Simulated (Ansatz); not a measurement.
Trial structure of Ge3F2, not yet relaxed:

Space group P-3m1 (No. 164). a = 3.142 Å, b = 3.142 Å, c = 7.761 Å, α = 90.00°, β = 90.00°, γ = 120.00°
```
atom  site  symmetry       x       y       z
  Ge    2d       3m. 0.3333  0.6667  0.8335
  Ge    1b      -3m. 0.0000  0.0000  0.5000
   F    2d       3m. 0.3333  0.6667  0.3332
```

Theory: DFT PBE, scalar-relativistic, plane waves, PAW in Ansatz 0.2.0. Cutoff 420 eV; k points 6×6×2 on the computed 5-atom cell (Γ-centred); Gaussian smearing, width 0.10 eV; no spin polarisation.

The zero of energy is the elements' standard structures at the same level (F₂ as a molecule); no fitted shifts are applied.

Q: What does a single point on this coarse mesh give?

A: The pressure is 40.4 GPa (the mean over three directions, positive in compression), the largest force is 3.81 eV/Å, and the energy is +0.17 eV/atom against the elements. The shortest distance is 2.23 Å.

Q: Is it a good guess?

A: A poor one: relaxing gains about 1.0 eV/atom (the start's value is from the coarse mesh, so the gain is rough) in 37 ionic steps and ends at −0.84 eV/atom on the finer mesh. The symmetry stays P-3m1 (No. 164). The volume per atom grows by 74.0 %, from 13.3 to 23.1 Å³. The shortest distance goes from 2.23 Å (Ge–F) to 2.25 Å (Ge–F). The ratio c/a of the conventional cell changes by a factor of 1.50. Conventional cell: a = 3.302 Å, c = 12.227 Å. Ge on a site of symmetry 3m has 3 Ge at 2.83 Å and 6 Ge at 3.30 Å; Ge on a site of symmetry -3m is surrounded by 6 F at 2.25 Å; around F lie 3 Ge at 2.25 Å.

The last run used a 12×12×4 mesh (in the run's order of axes) for its 5-atom cell and Gaussian smearing of 0.10 eV. Weakly bound directions are ill-defined at this level, which has no dispersion term. The relaxation can't lower the symmetry of the start, and the grade says only how near the guess is to its own end. A structure relaxed within its symmetry needn't be a true minimum.
